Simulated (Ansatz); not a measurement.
Here is the system:

MnSi₂:
```cif
data_Mn2Si4
_chemical_formula_sum 'Si4 Mn2'
_space_group_name_H-M_alt 'P 1'
_space_group_IT_number 1
_cell_length_a 4.64494
_cell_length_b 4.64494
_cell_length_c 4.64494
_cell_angle_alpha 104.579
_cell_angle_beta 104.579
_cell_angle_gamma 119.773
loop_
_space_group_symop_operation_xyz
  'x, y, z'
loop_
_atom_site_label
_atom_site_type_symbol
_atom_site_fract_x
_atom_site_fract_y
_atom_site_fract_z
_atom_site_occupancy
Si1 Si 0.65278 0.15278 0.80556 1
Si2 Si 0.84722 0.65278 0.50000 1
Si3 Si 0.15278 0.34722 0.50000 1
Si4 Si 0.34722 0.84722 0.19444 1
Mn1 Mn 0.25000 0.25000 0.00000 1
Mn2 Mn 0.75000 0.75000 0.00000 1
```

This is the PBE-relaxed structure.

Task: All from PBE in the plane-wave PAW code Ansatz, unless another level is named. Give the electronic character.

Result: metallic (no gap).

Task: Predict the density of states at the Fermi level.

Result: 0.56 states/eV per atom (mean over ±0.08 eV).

Task: Give the formation energy from the elements (no fitted shifts).

Result: -0.23 eV/atom.

Space group I4/mcm. The cell is a constructed one: a structure type filled with these elements; neither database checked (COD, Materials Project) lists it. Whether it is the stable phase at ambient conditions was not checked. Symmetry was held in the PBE relaxation; its stability against distortions is not shown here. The workflow began spin-polarised and lost its moments. The references are the lowest solids computed at this level, not always the standard phases.

Potentials: the later of the program's two PAW sets.
